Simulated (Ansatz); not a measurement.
Ansatz (a quantum-chemistry and plane-wave program) input:

Ansatz 0.2 input:
```yaml
crystal:
  lattice:
    - [-1.5802364521, 1.5802364521, 1.5802364521]
    - [1.5802364521, -1.5802364521, 1.5802364521]
    - [1.5802364521, 1.5802364521, -1.5802364521]
  atoms:
    - { symbol: Mo, position: [0.0, 0.0, 0.0] }
kpoints:
  mp_grid: { grid: [13, 13, 13] }
  band_path:
    path:
      - [[0.0, 0.0, 0.0], [0.5, -0.5, 0.5], [0.0, 0.0, 0.5], [0.0, 0.0, 0.0], [0.25, 0.25, 0.25], [0.5, -0.5, 0.5]]  # Γ-H-N-Γ-P-H
      - [[0.25, 0.25, 0.25], [0.0, 0.0, 0.5]]  # P-N
    npoints: 12
basis: { xc_grid: 2 }
hamiltonian:
  xc: pbe
  pseudopotentials: { azcp: { folder: ./paw }, kind: paw_fr }
magnetization: { noncollinear: true, spin_orbit: true }
scf:
  n_extra_bands: 12
  convergence: { dr2_threshold: 0.0000000001 }
  occupations: { method: gaussian, width: 0.05 }
output: { eigenvalues: true }
```

Output (shortened):

```
Pseudopotentials: kind: paw_fr
Pseudopotential: Mo, paw, valence charge 14
Functional definition: PBE
non-collinear run that drives no moment, with spin-orbit …
Crystal: 1 atoms, lattice volume = 15.784 Å³
Basis set: ecut = 420 eV, 321 PW (Γ), exchange–correlation on 40×40×40 points (8 copies of the dense FFT grid, shifted against one another)
Bands: 26, of which v1, the nominal top of the filled ones, is band 14 counted from 1 (13 counted from 0)
Symmetry: 48 space group operations + 48 with time reversal
k-points: 84 of 2197
Projection manifold: j_resolved (fully-relativistic pseudo-atomic orbitals)
Initial density: superposition of atomic densities (chi_scale 0.1, normalization cell)
Initial wavefunctions: pseudopotential atomic-orbital guess
Eigensolver: davidson
Functional: x = pbe(κ = 0.804, μ = 0.2195149727645171), c = pbe(β = 0.06672455060314922)
SCF iter   1: F=—  HF=-4957.875937 eV  |F-HF|=—  |Δ(HF+E_count)|=         —  Δρ=1.07e-1  dr2=1.82e0  dr2_m=0.00e0 (ungated)  ethr=3.10e-3  |M|=0.00e0 ∫|m|=0.00e0 μB  |m|>n=0.0e0 m-floor=0.0e0 τ_xc=0.0e0  β_m=0.30  ⟨swp⟩=6.3  Hψ=5385  notcnv=0  defer=68
all-band conjugate gradients solve this SCF's bands
preconditioner: auto → none
SCF iter   2: F=—  HF=-4957.347373 eV  |F-HF|=—  |Δ(HF+E_count)|=   5.29e-1  Δρ=5.52e-2  dr2=4.00e-1  dr2_m=0.00e0 (ungated)  ethr=3.10e-3  |M|=0.00e0 ∫|m|=0.00e0 μB  |m|>n=0.0e0 m-floor=0.0e0 τ_xc=0.0e0  β_m=0.43  ⟨swp⟩=2.9  Hψ=2214  notcnv=0  defer=546
SCF iter   3: F=—  HF=-4957.230943 eV  |F-HF|=—  |Δ(HF+E_count)|=   1.16e-1  Δρ=1.60e-2  dr2=1.32e-2  dr2_m=0.00e0 (ungated)  ethr=2.86e-3  |M|=0.00e0 ∫|m|=0.00e0 μB  |m|>n=0.0e0 m-floor=0.0e0 τ_xc=0.0e0  β_m=0.65  ⟨swp⟩=3.0  Hψ=1608  notcnv=0  defer=546
SCF iter   4: F=—  HF=-4957.229956 eV  |F-HF|=—  |Δ(HF+E_count)|=   9.86e-4  Δρ=3.59e-3  dr2=2.12e-3  dr2_m=0.00e0 (ungated)  ethr=9.46e-5  |M|=0.00e0 ∫|m|=0.00e0 μB  |m|>n=0.0e0 m-floor=0.0e0 τ_xc=0.0e0  β_m=0.62  ⟨swp⟩=2.8  Hψ=1820  notcnv=0  defer=542
SCF iter   5: F=—  HF=-4957.229275 eV  |F-HF|=—  |Δ(HF+E_count)|=   6.81e-4  Δρ=2.41e-4  dr2=4.62e-6  dr2_m=0.00e0 (ungated)  ethr=1.52e-5  |M|=0.00e0 ∫|m|=0.00e0 μB  |m|>n=0.0e0 m-floor=0.0e0 τ_xc=0.0e0  β_m=0.81  ⟨swp⟩=2.9  Hψ=1402  notcnv=0  defer=542
SCF iter   6: F=—  HF=-4957.229277 eV  |F-HF|=—  |Δ(HF+E_count)|=   2.38e-6  Δρ=6.78e-5  dr2=7.33e-7  dr2_m=0.00e0 (ungated)  ethr=3.30e-8  |M|=0.00e0 ∫|m|=0.00e0 μB  |m|>n=0.0e0 m-floor=0.0e0 τ_xc=0.0e0  β_m=0.82  ⟨swp⟩=1.8  Hψ=1047  notcnv=0  defer=542
SCF iter   7: F=—  HF=-4957.229276 eV  |F-HF|=—  |Δ(HF+E_count)|=   1.43e-6  Δρ=7.88e-6  dr2=9.92e-9  dr2_m=0.00e0 (ungated)  ethr=5.23e-9  |M|=0.00e0 ∫|m|=0.00e0 μB  |m|>n=0.0e0 m-floor=0.0e0 τ_xc=0.0e0  β_m=0.91  ⟨swp⟩=2.4  Hψ=1314  notcnv=0  defer=542
SCF iter   8: F=-4957.229276 eV  HF=-4957.229276 eV  |F-HF|=2.73e-11  |Δ(HF+E_count)|=   3.57e-9  Δρ=4.65e-7  dr2=3.57e-11  dr2_m=0.00e0 (ungated)  ethr=1.00e-12  |M|=0.00e0 ∫|m|=0.00e0 μB  |m|>n=0.0e0 m-floor=0.0e0 τ_xc=0.0e0  ⟨swp⟩=6.7  Hψ=5192  notcnv=0
SCF 1 converged in 8 iterations: F = -4957.229276 eV  dr2 = 3.57e-11
NSCF: frozen V_eff on 74 k-points
SCF converged after 8 iterations
Magnetization: |M| = 0.0000 μB,  M = (+0.0000, +0.0000, +0.0000) μB
Absolute magnetization: 0.0000 μB (∫|m|)
  site 0: m = (+0.0000, +0.0000, +0.0000) μB, |m| = 0.0000 μB  (R = 1.13 Å)
Free energy (F): -4957.229276 eV
Harris-Foulkes:  -4957.229276 eV  (|F-HF|=2.73e-11)
Internal energy: -4957.227358 eV  (E = F + TS)
E sigma→0 (E₀):  -4957.228317 eV
Entropy (-TS):   -0.001918 eV (-1.918 meV/atom)
Fermi energy:    20.996484 eV
--- Per-component energies (eV) ---
  E_band       = -58.606237
  E_kinetic    = 421.915643
  E_local      = -777.200449  (includes V_loc(G=0)·N_el)
  E_nonlocal   = 147.845985
  E_hartree    = 264.134500
  E_xc         = -176.190408
  E_vxc        = -219.660791  (∫ρ·V_xc dr)
  E_paw        = -3212.798700  (= ΣΔE_a)
  E_vpaw       = -159.775864  (= ΣTr[D̂ρ^β])
  E_aug_tail   = 0.000048  (compensation charges beyond the density's cutoff)
  E_ewald      = -1624.933977
  E_smearing   = -0.001918  (= −TS)
  E_closure    = 0.000000  (closes the sum)
  Σ components = -4957.229276   (vs F -4957.229276, Δ=0.00e0)
  [band-id]    e_kinetic+e_local+e_nonlocal+2·e_hartree+e_vxc+e_vpaw+e_augmentation_tail = -58.606426   (vs E_band -58.606237, Δ=-1.90e-4)
--- Band table (eV; the first three rows and the last of 84) ---
  k-point 0: bands = ["-40.4230", "-40.4230", "-15.4872", "-15.4872", "-12.8940", "-12.8940", "-12.8940", "-12.8940", "13.6475", "13.6475", "19.4496", "19.4496", "19.4496", "19.4496", "19.5900", "19.5900", "22.4939", "22.4939", "22.4939", "22.4939", "35.5243", "35.5243", "35.5249", "35.5249", "35.5249", "35.5249"]
  k-point 1: bands = ["-40.4087", "-40.4087", "-15.5194", "-15.5194", "-12.9587", "-12.9587", "-12.9068", "-12.9068", "13.9044", "13.9044", "19.3376", "19.3376", "19.4686", "19.4686", "19.7558", "19.7558", "22.2904", "22.2904", "22.4990", "22.4990", "35.7088", "35.7088", "35.9518", "35.9518", "36.0093", "36.0093"]
  k-point 2: bands = ["-40.3689", "-40.3689", "-15.6120", "-15.6120", "-13.1313", "-13.1313", "-12.9409", "-12.9409", "14.5994", "14.5994", "18.9760", "18.9760", "19.3456", "19.3456", "20.4510", "20.4510", "21.9634", "21.9634", "22.5311", "22.5311", "36.0189", "36.0189", "36.9696", "36.9696", "37.1681", "37.1681"]
  k-point 83: bands = ["-39.9945", "-39.9945", "-16.3109", "-16.3109", "-13.8805", "-13.8805", "-13.8697", "-13.8697", "15.5511", "15.5511", "15.5948", "15.5948", "24.3205", "24.3205", "24.4348", "24.4348", "24.6956", "24.6956", "29.3298", "29.3298", "30.2249", "30.2249", "30.5625", "30.5625", "40.5014", "40.5014"]
  band table: 26 of 26 bands, residual norms ≤ 1.0e-3 eV
```

Cost: very roughly 13 core-seconds on shared cores.

Space group Im-3m (bcc (W type)). The PBE relaxation kept the symmetry of its start. No spin polarisation was allowed.

Potentials: the earlier of the program's two PAW sets.

Ansatz is a plane-wave DFT program.
